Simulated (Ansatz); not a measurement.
# Magnetic orders of TiCl2

Theory: Ansatz 0.2.0, DFT r2SCAN, scalar-relativistic, plane waves, PAW.

```xyz
3
Lattice="0.0000 3.1346 3.1346 3.1346 0.0000 3.1346 3.1346 3.1346 0.0000" Properties=species:S:1:pos:R:3 pbc="T T T"
Ti    0.0000    0.0000    0.0000
Cl    1.5673    1.5673    1.5673
Cl    4.7019    4.7019    4.7019
```

```
plane-wave cutoff                               : 500 eV
Γ-centred k-mesh                                : 8×8×8
occupation rule                                 : Gaussian smearing, 0.02 eV
list of starting moments (μB, in atom order)    : 1 0 0
check for lower electronic states after the SCF : asked for but not made
```

All runs keep this geometry, which stands near equilibrium for the lowest state (largest force there 0.000 eV/Å, pressure 0.0 GPa) and needn't be a stable compound; relaxing each order can shift differences of a few meV. A propagation vector, in units of the reciprocal vectors, doubles the cell, which takes an equally dense mesh. The large starts are 2.5 0 0 μB. The small starts are 0.5 0 0 μB. Site moments are spin moments in atom-centred spheres that scale with the neighbour distance. The states are those that the runs reached from these starts; a lower one can exist.

```csv
start,ends,energy above lowest (meV/atom),site moments (μB),gap on mesh (eV),P (GPa)
no spin,non-magnetic,471,none over 0.05,metal,-3.3
ferromagnetic,ferromagnetic,0.00,Ti +1.65,1.89,0.0
large parallel starting moments,ferromagnetic,0.00,Ti +1.65,1.89,0.0
"antiferromagnetic, doubled cell, propagation vector (0, 0, 1/2)",antiferromagnetic,5.44,"Ti +1.63, Ti -1.63",1.98,0.1
"antiferromagnetic, doubled cell, propagation vector (0, 1/2, 1/2)",antiferromagnetic,7.71,"Ti +1.62, Ti -1.62",1.81,0.2
small parallel starting moments,ferromagnetic,0.00,Ti +1.65,1.89,0.0
```